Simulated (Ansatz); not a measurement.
Notes on Si2SeCl6

```
Se Cl Si
1.0
     6.59825   -0.41550    1.14659
     1.06746    5.84526    0.48798
    -0.24539   -0.33466    5.32877
Se Cl Si
1 6 2
Direct
  0.37863 0.54175 0.09204
  0.89387 0.96264 0.37366
  0.41283 0.03705 0.98574
  0.99812 0.56324 0.70114
  0.67176 0.30763 0.68996
  0.01499 0.01215 0.85480
  0.39424 0.73053 0.58882
  0.83920 0.51046 0.22676
  0.30755 0.20483 0.50096
```

Single point in Ansatz 0.2.0 with r2SCAN, no spin polarisation. Cutoff 500 eV, PAW datasets, 3×3×4 (shifted by 0, 0.5, 0.5 steps) k mesh, fermi-dirac filling (width 0.043 eV).

(1) What do density and ELF say about some of the short contacts?

(2) What is the formation energy?

(3) Is the cell too large or too small?

(4) Is there a gap?

Origin: a disordered cell, so it need not be a known compound. Caveats: many states at the Fermi level without spin polarisation, so a magnetic state may lie lower; the k mesh is coarse if the cell is a metal; atoms or cell far from equilibrium.

Answers

(1) Cl–Cl at 2.81 Å: least valence density 0.20 e/Å³ and ELF 0.15 there. Cl–Si at 2.86 Å: least valence density 0.20 e/Å³ and ELF 0.40 there. Se–Cl at 2.90 Å: least valence density 0.20 e/Å³ and ELF 0.19 there. These are pseudo-fields; inside the PAW spheres they differ from the all-electron ones.

(2) 0.41 eV an atom against the elements' usual phases (free molecules for gases, crystals otherwise, with no correction for O₂ or N₂), so at this geometry it isn't bound against them. Relaxing would lower it.

(3) The pressure is -1.5 GPa (compression positive), so with the atoms held at these fractions the cell would first shrink; the forces are large, so a full relaxation may end otherwise. The principal stresses -5.0, -0.2, 0.9 GPa differ, so its shape would change too.

(4) It is a metal, with about 6.8 states/eV a cell as the mean within 0.25 eV of the Fermi level, mostly Cl p (77 %) and Se p (14 %).
